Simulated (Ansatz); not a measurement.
Single point in Ansatz 0.2.0 with r2SCAN, no spin polarisation. Cutoff 500 eV, PAW datasets, 5×5×4 Γ-centred k mesh, fermi-dirac filling (width 0.0299 eV).

Computed maps in the lattice plane spanned by a (left to right, 5.39 Å, 16 points from zero) and b (bottom to top, 5.39 Å, 16 points from zero), 62° apart, at height 0.160 along c. The fields are smooth PAW ones with compensation charges, not the true ones near nuclei.

Valence density. Digits on a logarithmic scale: 0 up to 0.03 e/Å³, each further digit a factor of 1.6, 9 from 1.3 e/Å³ up:
```
6667887667643456
5544566699995455
5432234599999545
5432222489999844
4432222359999954
3332222235999853
3333322234567643
2333333345665432
2333443346887532
3333444346899753
4454444335799864
5677643334578875
7899964322356777
8899996332234678
8899997432223578
7789998544322457
```

ELF. Ten even steps from '0' (0.03) to '9' (0.86):
```
5425997015400124
3200463058871033
4200010077378015
5410000068018503
3310001018747700
1110001001688610
1210000110013200
2210000025641000
1100000037999400
0100000027999820
0342000005999830
1699500002688741
3799961010134665
7885884111001588
8885587100000389
8668998100000148
```

**Question.** The cell is Sc2CO3. Which atoms lie within 0.2 Å of this plane, and where (fractions of a and b)?

**Answer.** Sc at (0.65, 0.75), O at (0.21, 0.08). The whole cell:
```yaml
crystal:
  lattice:
    - [4.63003, 2.75926, 0.00000]
    - [4.63003, -2.75926, 0.00000]
    - [2.84231, 0.00000, -6.23687]
  atoms:
    - { symbol: Sc, position: [0.65300, 0.75300, 0.16000] }
    - { symbol: Sc, position: [0.24700, 0.34700, 0.34000] }
    - { symbol: Sc, position: [0.34700, 0.24700, 0.84000] }
    - { symbol: Sc, position: [0.75300, 0.65300, 0.66000] }
    - { symbol: O, position: [0.07800, 0.21200, 0.68000] }
    - { symbol: O, position: [0.78800, 0.92200, 0.82000] }
    - { symbol: O, position: [0.92200, 0.78800, 0.32000] }
    - { symbol: O, position: [0.21200, 0.07800, 0.18000] }
    - { symbol: C, position: [0.05700, 0.94300, 0.75000] }
    - { symbol: C, position: [0.94300, 0.05700, 0.25000] }
    - { symbol: O, position: [0.31300, 0.68700, 0.75000] }
    - { symbol: O, position: [0.68700, 0.31300, 0.25000] }
```

Origin: a known structure type with other elements, at an estimated volume, so it need not be a known compound. Caveats: many states at the Fermi level without spin polarisation, so a magnetic state may lie lower; atoms or cell far from equilibrium.
